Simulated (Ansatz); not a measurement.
**Electric field gradients in CdC₂**

Computed with DFT PBE, scalar-relativistic, plane waves, PAW in Ansatz. Plane waves to 420 eV; Γ-centred k mesh 8×8×8; fixed occupations. No spin polarisation.

Relaxed structure:
```xyz
3
Lattice="-2.2175 2.2175 2.7173 2.2175 -2.2175 2.7173 2.2175 2.2175 -2.7173" Properties=species:S:1:pos:R:3 pbc="T T T"
Cd    0.0000    0.0000    0.0000
C     0.0000    0.0000    3.3382
C     0.0000    0.0000    2.0964
```

The cell was built by swapping an element in a database structure (itself possibly hypothetical) and relaxing; it need not be the stable form of this composition. The crystal is built of chains and no dispersion correction was added, so the binding between them is poorly described, and with it their spacing and whatever depends on it. Spin–orbit coupling is left out, which matters for gradients at heavy nuclei.

Give V_zz (10²¹ V/m²) and the asymmetry η at each distinct site.

Answers

| atom | V_zz | η |
| --- | --- | --- |
| Cd (atom 1) | -39.52 | 0.00 |
| C (atom 2) | -4.21 | 0.00 |